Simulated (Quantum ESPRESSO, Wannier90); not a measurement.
# Wannierisation of ZnTe (zinc blende)

```
begin unit_cell_cart
ang
    0.0000000000    3.0556150000    3.0556150000
    3.0556150000    0.0000000000    3.0556150000
    3.0556150000    3.0556150000    0.0000000000
end unit_cell_cart
begin atoms_frac
Zn   0.5000000000  0.5000000000  0.5000000000
Te  -0.2500000000 -0.2500000000 -0.2500000000
end atoms_frac
```

Materials Project entry mp-2176; symmetrised, unrelaxed at this level. COD (Crystallography Open Database) has the formula in 3 space groups, this one among them (matched by group alone). Level: PBEsol, no spin polarisation, no spin-orbit coupling; pw.x of Quantum ESPRESSO at 68 Ry with PseudoDojo potentials, 10×10×10 k-points, Wannier90. Density: 10×10×10 mesh, cold smearing 0.01 Ry. Spin-orbit coupling is left out although heavy elements are present.

Bands 10,16-18 form an isolated set from -11.79 to 0.00 eV relative to the valence-band maximum (on the path) and are turned into 4 Wannier functions by minimising the spread from the start: s functions at the bond centres. Bands 11–15 (Zn 3d 97 %) lie between the kept ones and are excluded.

Where do the functions sit, how wide are they and what are they made of?


```csv
functions,spread (Å²),"nearest atom, distance (Å)","second atom, distance (Å)",weight on atomic waves
4,2.78,Te 0.84,Zn 1.80,"Te 5p 59 %, Te 5s 23 %, Zn 4s 11 %"
```

Ω_I = 10.69 Å², Ω_total = 11.13 Å²; the interpolated bands follow pw.x to 6.9 meV rms on the path. It is the lowest total spread that any start reached here.
